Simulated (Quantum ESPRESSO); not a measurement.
# Moving one atom in Ga2ZnSiP4

Calculated results; nothing here was measured. They come from pw.x of Quantum ESPRESSO 7.5, a plane-wave density functional program, with PseudoDojo standard norm-conserving files (v0.5 for PBE, v0.4.1 for LDA and PBEsol). The cells are made up: elements, strain and atom displacements were drawn at random, and nothing was relaxed. There is no spin polarisation, spin-orbit coupling or dispersion term.

The cell has 8 sites of a zincblende or diamond lattice. Sites 1 to 4 hold Ga Zn Si Ga; sites 5 to 8 hold P P P P. Cell vectors in Å: (5.569, 0.000, 0.000); (0.000, 5.569, 0.000); (0.000, 0.000, 5.569). Settings: PBE, cutoff 1143 eV, 4 x 4 x 4 k mesh shifted by half a step, Fermi-Dirac smearing of 0.025 eV.

Each run shifts the Zn atom on site 2 along y and leaves all else fixed. Site 5 is one of its nearest neighbours. E is the free energy of the cell above the lowest run shown.

| run | shift (Å) | Fy on site 2 (eV/Å) | Fy on site 5 (eV/Å) | P (GPa) | E (meV) |
| --- | --- | --- | --- | --- | --- |
| 1 | -0.0920 | 0.713 | -0.632 | -4.64 | 41.4 |
| 2 | -0.0468 | 0.437 | -0.551 | -4.70 | 15.4 |
| 3 | -0.0061 | 0.189 | -0.481 | -4.74 | 2.7 |
| 4 | 0.0159 | 0.054 | -0.444 | -4.75 | 0.0 |
| 5 | 0.0628 | -0.231 | -0.371 | -4.75 | 4.2 |
| 7 | 0.1073 | -0.500 | -0.307 | -4.72 | 20.4 |
| 6 | 0.0836 | ? | ? | ? | ? |

A rerun of one of these cells at 1437 eV and k mesh 6 x 6 x 6 moved values by no more than 0.010 eV in the cell's energy, 0.02 GPa in stress and 0.003 eV/Å in force.

## Worked fit

A parabola through the six runs shown gives Fy on site 2 = 0.151 - 6.09 u + 0.2 u² eV/Å, with u in Å and a scatter of 0.001 eV/Å. Minus the slope, 6.09 ± 0.02 eV/Å², is this atom's force constant along y at u = 0, with its periodic images moving too. The fitted force vanishes at u = 0.025 Å, where the energy should be lowest along this line. The error is the larger of the fit's own and the change that a cubic makes, rounded up.

## Withheld run

Question: what Fy on site 2 should run 6 give?

The fit gives -0.357 eV/Å. The calculation gave -0.357 eV/Å.

| run | shift (Å) | Fy on site 2 (eV/Å) | Fy on site 5 (eV/Å) | P (GPa) | E (meV) |
| --- | --- | --- | --- | --- | --- |
| 6 | 0.0836 | -0.357 | -0.340 | -4.74 | 10.3 |